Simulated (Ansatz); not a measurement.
A relaxation computed with Ansatz, from input to last step.

```yaml
crystal:
  lattice:
    - [4.6626419702, 0.0, 0.0]
    - [0.0, 7.9799394218, 0.0]
    - [0.0, 0.0, 8.5006731934]
  atoms:
    - { symbol: Si, position: [0.1396598478, 0.0629482911, 0.1594211638] }
    - { symbol: Si, position: [0.1396598478, 0.4370517089, 0.6594211638] }
    - { symbol: Si, position: [0.6396598478, 0.5629482911, 0.8405788362] }
    - { symbol: Si, position: [0.3603401522, 0.4370517089, 0.1594211638] }
    - { symbol: Si, position: [0.8603401522, 0.5629482911, 0.3405788362] }
    - { symbol: Si, position: [0.8603401522, 0.9370517089, 0.8405788362] }
    - { symbol: Si, position: [0.6396598478, 0.9370517089, 0.3405788362] }
    - { symbol: Si, position: [0.3603401522, 0.0629482911, 0.6594211638] }
    - { symbol: O, position: [0.5962020309, 0.0564928243, 0.7965321727] }
    - { symbol: O, position: [0.5962020309, 0.4435071757, 0.2965321727] }
    - { symbol: O, position: [0.4037979691, 0.5564928243, 0.7034678273] }
    - { symbol: O, position: [0.25, 0.25, 0.640144742] }
    - { symbol: O, position: [0.0962020309, 0.5564928243, 0.2034678273] }
    - { symbol: O, position: [0.4037979691, 0.9435071757, 0.2034678273] }
    - { symbol: O, position: [0.9037979691, 0.0564928243, 0.2965321727] }
    - { symbol: O, position: [0.0, 0.5, 0.5] }
    - { symbol: O, position: [0.75, 0.75, 0.359855258] }
    - { symbol: O, position: [0.75, 0.75, 0.859855258] }
    - { symbol: O, position: [0.9037979691, 0.4435071757, 0.7965321727] }
    - { symbol: O, position: [0.5, 0.5, 0.0] }
    - { symbol: O, position: [0.25, 0.25, 0.140144742] }
    - { symbol: O, position: [0.0962020309, 0.9435071757, 0.7034678273] }
    - { symbol: O, position: [0.0, 0.0, 0.0] }
    - { symbol: O, position: [0.5, 0.0, 0.5] }
basis:
  ecutwfc: 500
kpoints:
  mp_grid: { grid: [6, 4, 4] }
hamiltonian:
  xc: r2scan
scf:
  occupations: { method: gaussian, width: 0.02 }
output:
  forces: true
  stress: true
  eigenvalues: true
relax:
  adjacent_minimum: "off"
  f_tol: 0.01
  max_steps: 30
  cell: { stress_tol: 0.1, fix: [volume] }
```

```bash
ansatz run input.yaml --threads 4 --pin off --max-ram 10240MiB --backend cpu --events-out ev --progress --plain --runs-dir out
```

Method: Ansatz 0.2.0, DFT r2SCAN, scalar-relativistic, plane waves, PAW.

The volume is held at 0.97 times that of the relaxed cell.

Of 7 frames 6 are shown, positions in Å and forces in eV/Å; the SCF threshold varies from step to step. Steps run on the plane waves of an earlier cell, with a Pulay correction in the pressure. The basis is chosen afresh for the last frame, the zero of the energies, and at times for earlier ones too; energy and pressure can step there, also at an unchanged geometry. Where two frames share a geometry here, they differ by under 2 meV/atom and 0.3 GPa. The mark taken_back stands on steps that the optimiser undid.

```xyz
24
Lattice="4.6626 0.0000 0.0000 0.0000 7.9799 0.0000 0.0000 0.0000 8.5007" Properties=species:S:1:pos:R:3:forces:R:3 pbc="T T T" step=1 free_energy_over_end_meV_per_atom=3.60 pressure_GPa=6.12
Si    0.6512    0.5023    1.3552    0.0117   -0.0051    0.0056
Si    0.6512    3.4876    5.6055    0.0117    0.0051    0.0056
Si    2.9825    4.4923    7.1455    0.0117   -0.0051   -0.0056
Si    1.6801    3.4876    1.3552   -0.0117    0.0051    0.0056
Si    4.0115    4.4923    2.8951   -0.0117   -0.0051   -0.0056
Si    4.0115    7.4776    7.1455   -0.0117    0.0051   -0.0056
Si    2.9825    7.4776    2.8951    0.0117    0.0051   -0.0056
Si    1.6801    0.5023    5.6055   -0.0117   -0.0051    0.0056
O     2.7799    0.4508    6.7711   -0.0543    0.3269    0.2804
O     2.7799    3.5392    2.5207   -0.0543   -0.3269    0.2804
O     1.8828    4.4408    5.9799    0.0543    0.3269   -0.2804
O     1.1657    1.9950    5.4417    0.0000    0.0000   -0.1238
O     0.4486    4.4408    1.7296   -0.0543    0.3269   -0.2804
O     1.8828    7.5291    1.7296    0.0543   -0.3269   -0.2804
O     4.2141    0.4508    2.5207    0.0543    0.3269    0.2804
O     0.0000    3.9900    4.2503    0.0000    0.0000    0.0000
O     3.4970    5.9850    3.0590    0.0000    0.0000    0.1238
O     3.4970    5.9850    7.3093    0.0000    0.0000    0.1238
O     4.2141    3.5392    6.7711    0.0543   -0.3269    0.2804
O     2.3313    3.9900    0.0000    0.0000    0.0000    0.0000
O     1.1657    1.9950    1.1913    0.0000    0.0000   -0.1238
O     0.4486    7.5291    5.9799   -0.0543   -0.3269   -0.2804
O     0.0000    0.0000    0.0000    0.0000    0.0000    0.0000
O     2.3313    0.0000    4.2503    0.0000    0.0000    0.0000
24
Lattice="4.6662 0.0000 0.0000 0.0000 7.9832 0.0000 0.0000 0.0000 8.4907" Properties=species:S:1:pos:R:3:forces:R:3 pbc="T T T" step=2 free_energy_over_end_meV_per_atom=2.46 pressure_GPa=5.59
Si    0.6566    0.5012    1.3538    0.0099   -0.0100    0.0210
Si    0.6566    3.4904    5.5991    0.0099    0.0100    0.0210
Si    2.9897    4.4928    7.1369    0.0099   -0.0100   -0.0210
Si    1.6765    3.4904    1.3538   -0.0099    0.0100    0.0210
Si    4.0096    4.4928    2.8916   -0.0099   -0.0100   -0.0210
Si    4.0096    7.4820    7.1369   -0.0099    0.0100   -0.0210
Si    2.9897    7.4820    2.8916    0.0099    0.0100   -0.0210
Si    1.6765    0.5012    5.5991   -0.0099   -0.0100    0.0210
O     2.7748    0.4550    6.7697   -0.0355    0.2368    0.2373
O     2.7748    3.5366    2.5244   -0.0355   -0.2368    0.2373
O     1.8914    4.4466    5.9663    0.0355    0.2368   -0.2373
O     1.1665    1.9958    5.4319    0.0000    0.0000   -0.1059
O     0.4417    4.4466    1.7210   -0.0355    0.2368   -0.2373
O     1.8914    7.5282    1.7210    0.0355   -0.2368   -0.2373
O     4.2245    0.4550    2.5244    0.0355    0.2368    0.2373
O     0.0000    3.9916    4.2454    0.0000    0.0000    0.0000
O     3.4996    5.9874    3.0588    0.0000    0.0000    0.1059
O     3.4996    5.9874    7.3041    0.0000    0.0000    0.1059
O     4.2245    3.5366    6.7697    0.0355   -0.2368    0.2373
O     2.3331    3.9916    0.0000    0.0000    0.0000    0.0000
O     1.1665    1.9958    1.1866    0.0000    0.0000   -0.1059
O     0.4417    7.5282    5.9663   -0.0355   -0.2368   -0.2373
O     0.0000    0.0000    0.0000    0.0000    0.0000    0.0000
O     2.3331    0.0000    4.2454    0.0000    0.0000    0.0000
24
Lattice="4.6622 0.0000 0.0000 0.0000 8.0274 0.0000 0.0000 0.0000 8.4512" Properties=species:S:1:pos:R:3:forces:R:3 pbc="T T T" step=3 free_energy_over_end_meV_per_atom=0.96 pressure_GPa=3.37
Si    0.6797    0.4968    1.3518   -0.2018    0.3006   -0.1747
Si    0.6797    3.5169    5.5774   -0.2018   -0.3006   -0.1747
Si    3.0108    4.5105    7.0994   -0.2018    0.3006    0.1747
Si    1.6514    3.5169    1.3518    0.2018   -0.3006   -0.1747
Si    3.9825    4.5105    2.8738    0.2018    0.3006    0.1747
Si    3.9825    7.5306    7.0994    0.2018   -0.3006    0.1747
Si    3.0108    7.5306    2.8738   -0.2018   -0.3006    0.1747
Si    1.6514    0.4968    5.5774    0.2018    0.3006   -0.1747
O     2.7403    0.4667    6.7734   -0.2044    0.0469   -0.0799
O     2.7403    3.5471    2.5478   -0.2044   -0.0469   -0.0799
O     1.9219    4.4804    5.9034    0.2044    0.0469    0.0799
O     1.1655    2.0069    5.3958    0.0000    0.0000    0.0300
O     0.4092    4.4804    1.6778   -0.2044    0.0469    0.0799
O     1.9219    7.5608    1.6778    0.2044   -0.0469    0.0799
O     4.2530    0.4667    2.5478    0.2044    0.0469   -0.0799
O     0.0000    4.0137    4.2256    0.0000    0.0000    0.0000
O     3.4966    6.0206    3.0554    0.0000    0.0000   -0.0300
O     3.4966    6.0206    7.2810    0.0000    0.0000   -0.0300
O     4.2530    3.5471    6.7734    0.2044   -0.0469   -0.0799
O     2.3311    4.0137    0.0000    0.0000    0.0000    0.0000
O     1.1655    2.0069    1.1702    0.0000    0.0000    0.0300
O     0.4092    7.5608    5.9034   -0.2044   -0.0469    0.0799
O     0.0000    0.0000    0.0000    0.0000    0.0000    0.0000
O     2.3311    0.0000    4.2256    0.0000    0.0000    0.0000
24
Lattice="4.6728 0.0000 0.0000 0.0000 8.0211 0.0000 0.0000 0.0000 8.4386" Properties=species:S:1:pos:R:3:forces:R:3 pbc="T T T" step=4 free_energy_over_end_meV_per_atom=1.33 pressure_GPa=2.92 taken_back
Si    0.6839    0.5039    1.3436    0.1257   -0.3329    0.1321
Si    0.6839    3.5066    5.5629    0.1257    0.3329    0.1321
Si    3.0203    4.5144    7.0951    0.1257   -0.3329   -0.1321
Si    1.6525    3.5066    1.3436   -0.1257    0.3329    0.1321
Si    3.9890    4.5144    2.8757   -0.1257   -0.3329   -0.1321
Si    3.9890    7.5172    7.0951   -0.1257    0.3329   -0.1321
Si    3.0203    7.5172    2.8757    0.1257    0.3329   -0.1321
Si    1.6525    0.5039    5.5629   -0.1257   -0.3329    0.1321
O     2.7326    0.4716    6.7649    0.2289   -0.2926    0.0900
O     2.7326    3.5389    2.5455    0.2289    0.2926    0.0900
O     1.9402    4.4822    5.8931   -0.2289   -0.2926   -0.0900
O     1.1682    2.0053    5.3790    0.0000    0.0000   -0.0587
O     0.3962    4.4822    1.6738    0.2289   -0.2926   -0.0900
O     1.9402    7.5494    1.6738   -0.2289    0.2926   -0.0900
O     4.2766    0.4716    2.5455   -0.2289   -0.2926    0.0900
O     0.0000    4.0105    4.2193    0.0000    0.0000    0.0000
O     3.5046    6.0158    3.0596    0.0000    0.0000    0.0587
O     3.5046    6.0158    7.2790    0.0000    0.0000    0.0587
O     4.2766    3.5389    6.7649   -0.2289    0.2926    0.0900
O     2.3364    4.0105    0.0000    0.0000    0.0000    0.0000
O     1.1682    2.0053    1.1597    0.0000    0.0000   -0.0587
O     0.3962    7.5494    5.8931    0.2289    0.2926   -0.0900
O     0.0000    0.0000    0.0000    0.0000    0.0000    0.0000
O     2.3364    0.0000    4.2193    0.0000    0.0000    0.0000
24
Lattice="4.6631 0.0000 0.0000 0.0000 8.0293 0.0000 0.0000 0.0000 8.4476" Properties=species:S:1:pos:R:3:forces:R:3 pbc="T T T" step=5 free_energy_over_end_meV_per_atom=0.36 pressure_GPa=3.49
Si    0.6776    0.5022    1.3466   -0.0119    0.0114    0.0519
Si    0.6776    3.5125    5.5704   -0.0119   -0.0114    0.0519
Si    3.0092    4.5168    7.1009   -0.0119    0.0114   -0.0519
Si    1.6539    3.5125    1.3466    0.0119   -0.0114    0.0519
Si    3.9855    4.5168    2.8772    0.0119    0.0114   -0.0519
Si    3.9855    7.5271    7.1009    0.0119   -0.0114   -0.0519
Si    3.0092    7.5271    2.8772   -0.0119   -0.0114   -0.0519
Si    1.6539    0.5022    5.5704    0.0119    0.0114    0.0519
O     2.7374    0.4640    6.7692   -0.0301   -0.0470    0.0027
O     2.7374    3.5506    2.5454   -0.0301    0.0470    0.0027
O     1.9257    4.4787    5.9021    0.0301   -0.0470   -0.0027
O     1.1658    2.0073    5.3893    0.0000    0.0000   -0.0156
O     0.4058    4.4787    1.6783   -0.0301   -0.0470   -0.0027
O     1.9257    7.5653    1.6783    0.0301    0.0470   -0.0027
O     4.2573    0.4640    2.5454    0.0301   -0.0470    0.0027
O     0.0000    4.0146    4.2238    0.0000    0.0000    0.0000
O     3.4973    6.0220    3.0583    0.0000    0.0000    0.0156
O     3.4973    6.0220    7.2821    0.0000    0.0000    0.0156
O     4.2573    3.5506    6.7692    0.0301    0.0470    0.0027
O     2.3316    4.0146    0.0000    0.0000    0.0000    0.0000
O     1.1658    2.0073    1.1655    0.0000    0.0000   -0.0156
O     0.4058    7.5653    5.9021   -0.0301    0.0470   -0.0027
O     0.0000    0.0000    0.0000    0.0000    0.0000    0.0000
O     2.3316    0.0000    4.2238    0.0000    0.0000    0.0000
24
Lattice="4.6604 0.0000 0.0000 0.0000 8.0702 0.0000 0.0000 0.0000 8.4096" Properties=species:S:1:pos:R:3:forces:R:3 pbc="T T T" step=7 free_energy_over_end_meV_per_atom=0.00 pressure_GPa=3.17
Si    0.6958    0.5058    1.3383    0.0045    0.0075   -0.0079
Si    0.6958    3.5293    5.5431    0.0045   -0.0075   -0.0079
Si    3.0260    4.5409    7.0713    0.0045    0.0075    0.0079
Si    1.6344    3.5293    1.3383   -0.0045   -0.0075   -0.0079
Si    3.9646    4.5409    2.8665   -0.0045    0.0075    0.0079
Si    3.9646    7.5644    7.0713   -0.0045   -0.0075    0.0079
Si    3.0260    7.5644    2.8665    0.0045   -0.0075    0.0079
Si    1.6344    0.5058    5.5431   -0.0045    0.0075   -0.0079
O     2.6958    0.4410    6.7602    0.0016   -0.0022    0.0087
O     2.6958    3.5941    2.5554    0.0016    0.0022    0.0087
O     1.9646    4.4761    5.8542   -0.0016   -0.0022   -0.0087
O     1.1651    2.0176    5.3577    0.0000    0.0000    0.0056
O     0.3656    4.4761    1.6494    0.0016   -0.0022   -0.0087
O     1.9646    7.6292    1.6494   -0.0016    0.0022   -0.0087
O     4.2948    0.4410    2.5554   -0.0016   -0.0022    0.0087
O     0.0000    4.0351    4.2048    0.0000    0.0000    0.0000
O     3.4953    6.0527    3.0519    0.0000    0.0000   -0.0056
O     3.4953    6.0527    7.2567    0.0000    0.0000   -0.0056
O     4.2948    3.5941    6.7602   -0.0016    0.0022    0.0087
O     2.3302    4.0351    0.0000    0.0000    0.0000    0.0000
O     1.1651    2.0176    1.1529    0.0000    0.0000    0.0056
O     0.3656    7.6292    5.8542    0.0016    0.0022   -0.0087
O     0.0000    0.0000    0.0000    0.0000    0.0000    0.0000
O     2.3302    0.0000    4.2048    0.0000    0.0000    0.0000
```

Time: 4.9 min on 4 threads of Intel(R) Xeon(R) Processor @ 2.70GHz, on a shared host, peak memory 2.1 GiB.